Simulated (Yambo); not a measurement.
Material: SiC (zinc blende, space group F-43m, No. 216); a = 3.079 Å, b = 3.079 Å, c = 3.079 Å, α = 60.00°, β = 60.00°, γ = 60.00° (2 atoms in the cell). The geometry is that of Materials Project entry mp-8062, symmetrised and not relaxed again.

With PBE (pw.x of Quantum ESPRESSO, ONCV potentials, no spin-orbit coupling), the gap between the mesh's edge points (Γ → X) is 1.360 eV.

**Question.** Estimate the G0W0 gap between the same points from Yambo (6×6×6 Γ-centred k mesh, 76 bands and a 14 Ry block in the screening, 76 bands in G with the Bruneval-Gonze terminator, plasmon pole fitted at 27.2 eV).

**Answer.** The correction is 0.784 eV, giving 2.145 eV, 1.6 times the PBE value.  Nearest settings tried, and what they do to the gap: 47 bands in G: +14 meV; 32 bands in W: -45 meV; 11 Ry block (89 vectors against 169): -64 meV; 4×4×4 mesh: -24 meV. So the settings aren't converged at that level.
